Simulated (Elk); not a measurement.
An Elk run on PdRh with settings drawn from a wide range, so not all are converged; totals and levels move with the basis, and no second program has checked them. These are results of DFT, LDA (Perdew-Wang), all-electron APW+lo, Dirac cores, scalar-relativistic bands in Elk 11.2.3 with local patches, not measurements. Elk's input is in atomic units.

Command: `OMP_NUM_THREADS=1 elk` The run took about 190 s on 1 thread of a shared machine.

```
tasks
  0
  110
  115
  21

xctype
  3

rgkmax
  5.5

gmaxvr
  12

lmaxapw
  9

lmaxo
  7

lmaxi
  2

nrmtscf
  1

nempty
  6

epspot
  1e-07

epsengy
  1e-05

maxscl
  60

swidth
  0.001

stype
  3

lradstp
  4

mixtype
  1

hmaxvr
  4

nxoapwlo
  1

tforce
  .false.

sppath
  './'

avec
  2.60633856580 1.50477027255 8.49478389901
  -2.60633856580 1.50477027255 8.49478389901
  0.00000000000 -3.00954054513 8.49478389901

atoms
  2
  'Pd.in'
  1
  0.000000000000 0.000000000000 0.000000000000   0.000 0.000 0.000
  'Rh.in'
  1
  0.500000000000 0.500000000000 0.500000000000   0.000 0.000 0.000

ngridk
  14 14 14

plot1d
  9 30
  0.0000000000 0.0000000000 0.0000000000
  0.5000000000 0.5000000000 0.5000000000
  0.8124141620 0.1875858380 0.5000000000
  0.5000000000 -0.1875858380 0.1875858380
  0.5000000000 -0.0000000000 -0.0000000000
  0.0000000000 0.0000000000 0.0000000000
  0.3437929190 -0.3437929190 0.0000000000
  0.6562070810 -0.0000000000 0.3437929190
  0.5000000000 0.0000000000 0.5000000000
```

Muffin-tin radii in the species files: Pd 2.16, Rh 2.16 bohr.

The cell is the one relaxed in the Materials Project (mp-1219925), not relaxed further here; entries there can be hypothetical.

**Question.** What does the run give?

**Answer.** It did not converge (60 SCF iterations).
```
Warning(gndstate): failed to reach self-consistency after 60 loops
```
